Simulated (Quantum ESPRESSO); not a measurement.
**Kohn-Sham bands of SrTe (rock salt)**

```yaml
crystal:
  lattice:
    - [0.00000, 3.35583, 3.35583]
    - [3.35583, 0.00000, 3.35583]
    - [3.35583, 3.35583, 0.00000]
  atoms:
    - { symbol: Sr, position: [0.00000, 0.00000, 0.00000] }
    - { symbol: Te, position: [0.50000, 0.50000, 0.50000] }
```

Structure: Materials Project mp-1958, symmetrised, not relaxed again. COD (Crystallography Open Database) has an entry of this formula and space group (matched by these alone). Computed values, not measurements, from LDA: Quantum ESPRESSO (norm-conserving PseudoDojo potentials, cutoff 66 Ry, no spin polarisation, no spin-orbit coupling) on a Γ-centred 8×8×8 mesh, then Wannier90. Density: 8×8×8 mesh, cold smearing 0.01 Ry. Spin-orbit coupling is left out although heavy elements are present.

List the Kohn-Sham levels between −8 and 4.7 eV relative to the valence-band maximum at the high-symmetry points, as a band run of pw.x on that density gives them (levels within 2 meV counted together).


```
point  k (reciprocal lattice)                            levels (eV)
-----  ----------------------  -------------------------------------
Γ           0.000 0.000 0.000  0.00 (×3), 2.51, 3.20 (×3), 3.87 (×2)
X           0.500 0.000 0.500          -1.94, -0.72 (×2), 1.67, 3.63
U           0.625 0.250 0.625              -1.75, -1.72, -0.93, 2.72
K           0.375 0.375 0.750              -1.75, -1.72, -0.93, 2.72
L           0.500 0.500 0.500                -2.80, -1.07 (×2), 3.75
W           0.500 0.250 0.750     -1.54 (×2), -1.49, 3.83 (×2), 4.29
```
